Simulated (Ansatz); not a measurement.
Rb2PdC2:
Space group P-3m1 (No. 164); a = 5.3857 Å, b = 5.3857 Å, c = 5.2670 Å, α = 90.00°, β = 90.00°, γ = 120.00°

| atom | site | symmetry | x | y | z |
|---|---|---|---|---|---|
| C | 2c | 3m. | 0.0000 | 0.0000 | 0.3801 |
| Rb | 2d | 3m. | 0.3333 | 0.6667 | 0.2835 |
| Pd | 1a | -3m. | 0.0000 | 0.0000 | 0.0000 |

Relaxed with r²SCAN.

Problem. Which orbitals make up the states near the band edges in the program Ansatz at the r²SCAN level (PAW)?

Solution. Top 1 eV of the valence band: Pd 4d 55 %, C 2p 28 %, Rb 5s 8 %, outside the projected shells 6 %. Bottom 1 eV of the conduction band: Rb 5s 39 %, C 2p 26 %, outside the projected shells 30 %. Projections are on Löwdin-orthogonalised atomic valence shells; empty p or d shells of many metals are not among them.

Problem. Tabulate the density of states.

Solution. States/eV per cell of 5 atoms, in 0.25 eV bins, energy from the valence-band maximum.

```csv
E (eV),total,Pd 4d,C 2p,Rb 5s
-7.85,0.00,0.00,0.00,0.00
-7.60,0.00,0.00,0.00,0.00
-7.35,0.12,0.03,0.05,0.01
-7.10,2.27,0.58,0.88,0.05
-6.85,1.13,0.28,0.46,0.02
-6.60,0.90,0.22,0.38,0.01
-6.35,0.73,0.18,0.32,0.01
-6.10,0.73,0.17,0.33,0.01
-5.85,0.68,0.17,0.32,0.01
-5.60,0.67,0.20,0.33,0.01
-5.35,0.67,0.23,0.34,0.02
-5.10,0.10,0.04,0.05,0.00
-4.85,0.49,0.01,0.23,0.00
-4.60,0.59,0.03,0.29,0.00
-4.35,0.59,0.06,0.30,0.01
-4.10,0.59,0.08,0.31,0.01
-3.85,0.58,0.10,0.32,0.01
-3.60,0.77,0.19,0.45,0.02
-3.35,6.93,2.39,4.16,0.10
-3.10,3.39,0.88,2.10,0.04
-2.85,4.24,0.97,2.94,0.12
-2.60,3.07,0.43,2.37,0.08
-2.35,1.58,0.09,1.15,0.06
-2.10,1.19,0.03,0.81,0.06
-1.85,2.35,1.96,0.35,0.02
-1.60,2.68,1.93,0.65,0.06
-1.35,9.07,8.39,0.41,0.18
-1.10,11.22,9.67,0.68,0.64
-0.85,4.83,2.71,1.09,0.57
-0.60,4.32,2.18,1.02,0.47
-0.35,2.58,1.49,0.95,0.05
-0.10,2.94,1.76,1.10,0.02
0.15,0.00,0.00,0.00,0.00
0.40,0.00,0.00,0.00,0.00
0.65,0.00,0.00,0.00,0.00
0.90,0.00,0.00,0.00,0.00
1.15,0.00,0.00,0.00,0.00
1.40,0.00,0.00,0.00,0.00
1.65,0.00,0.00,0.00,0.00
1.90,0.49,0.01,0.17,0.19
2.15,1.31,0.04,0.44,0.42
2.40,1.63,0.07,0.46,0.55
2.65,3.48,0.10,0.74,1.45
2.90,2.47,0.07,0.80,0.44
3.15,2.04,0.07,0.49,0.52
3.40,2.36,0.08,0.41,0.60
3.65,1.99,0.07,0.36,0.25
3.90,0.82,0.02,0.09,0.22
4.15,2.13,0.04,0.32,0.59
4.40,2.50,0.04,0.38,0.53
4.65,2.16,0.03,0.25,0.38
4.90,2.07,0.08,0.26,0.52
5.15,3.49,0.12,0.41,0.94
5.40,5.01,0.18,0.50,0.63
5.65,3.91,0.10,0.50,0.34
5.90,4.52,0.08,0.95,0.36
6.15,7.21,0.12,1.62,0.40
6.40,4.52,0.06,0.81,0.19
```

The workflow started from an entry of the Crystallography Open Database (COD). Whether it is the stable phase at ambient conditions was not checked. The cell was relaxed with r²SCAN under the symmetry of its start; whether a distortion lowers the energy is not shown. The run is not spin-polarised. Spin–orbit coupling is left out wherever it is not named.

Potentials: the later of the program's two PAW sets.
